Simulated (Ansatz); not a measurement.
# How hard is it to compress?

Candidates compared on computed values. Bulk modulus and its pressure derivative give the pressure that a small compression needs; a soft, simple solid makes a sensitive pressure gauge, a stiff one a good anvil or seat.

The yardstick is MgO. Hydrostatic compression by 2 % of the volume (V₀/V = 1.0204), no change of phase.

### Data

Where the numbers come from (Ansatz, a plane-wave PAW program): B₀, B₀′: r²SCAN, Birch–Murnaghan fit of energy against volume; volume per atom: r²SCAN, relaxed cell.

The figures follow from the printed values by these rules: linear estimate = B₀ × compression; P = (B₀/B₀′)[(V₀/V)^B₀′ − 1]; modulus under load = B₀ + B₀′P; relative pressure = P/P_ref.

```csv
crystal,B₀ (GPa),B₀′,V (Å³/atom),linear estimate (GPa),Murnaghan pressure (GPa),modulus there (GPa),pressure (relative)
"SrPd2 (Fd-3m, cF24)",90.8,4.9,20.21,1.8,1.927,100,0.55
"YRh2 (Fd-3m, cF24)",166,4.6,17.57,3.3,3.513,182,1.00
NbP (I4₁md),193,4.1,15.96,3.9,4.063,210,1.16
"MgO (rock salt), reference",167,4.1,9.29,3.3,3.516,181,1.00
"NbCr2 (Fd-3m, cF24)",242,4.0,13.77,4.8,5.090,262,1.45
"ScIr2 (Fd-3m, cF24)",235,4.6,16.60,4.7,4.973,258,1.41
```

Runs started from generated or typed cells of the structure named: NbP; MgO. Whether these are the forms stable at ambient conditions was not checked: SrPd2 (Fd-3m, cF24); YRh2 (Fd-3m, cF24); NbCr2 (Fd-3m, cF24); ScIr2 (Fd-3m, cF24). Run without spin polarisation: NbCr2 (Fd-3m, cF24). Spin–orbit coupling is left out unless named.

### Worked example

For ScIr2 (Fd-3m, cF24), step by step:

- linear estimate: 235 × 2/100 = 4.7 GPa
- P = (235/4.6) × (1.0204^4.6 − 1) = 4.973 GPa
- modulus there: 235 + 4.6 × 4.973 = 258 GPa
- relative pressure: 4.973/3.516 = 1.41

### Result

By relative pressure (highest first): NbCr2 (Fd-3m, cF24) (1.45 ± 0.073) ≈ ScIr2 (Fd-3m, cF24) (1.41 ± 0.071), NbP (1.16 ± 0.058), YRh2 (Fd-3m, cF24) (1.00 ± 0.050) ≈ MgO (1.00 ± 0.050), SrPd2 (Fd-3m, cF24) (0.55 ± 0.028). The ± follows from allowances picked for this note (B₀ 5 %, B₀′ 0.4), carried to first order and added in quadrature, each row's own inputs moving alone; ≈ joins neighbours closer than their two ± added in quadrature.

The usual expectation is that B₀ falls with volume per atom (a modulus is an energy per volume, so compact lattices are stiff). These rows show that weakly (rank correlation −0.60 over 6 rows); without MgO it is −0.90.

### Caveats

B₀′ is the least certain number of such a fit, often by half a unit. Where several phases of a formula are at hand, those over 0.1 eV/atom above the lowest were not drawn (by r²SCAN where it compared them, else by the largest value; a layered or molecular lowest phase counts only with a dispersion term); other phases could lie lower still. Values belong to the structures named, which need not be the stable ones; other polymorphs differ. Rows were sampled with a lean to familiar crystals, related or not, whatever their agreement with measurement; tables with many equal figures were not kept. Limits of the draw: no layered crystals, B₀′ of 2 to 8; no unfamiliar magnets, and cubic perovskites only if shown or known to be stable. As a rule kept out of such tables: 4f compounds, open-shell compounds run without a Hubbard term, cells found unstable in the tests at hand, cells close to a higher symmetry, and runs set to a pressure or over 12 % in volume from the crystal's fullest run.
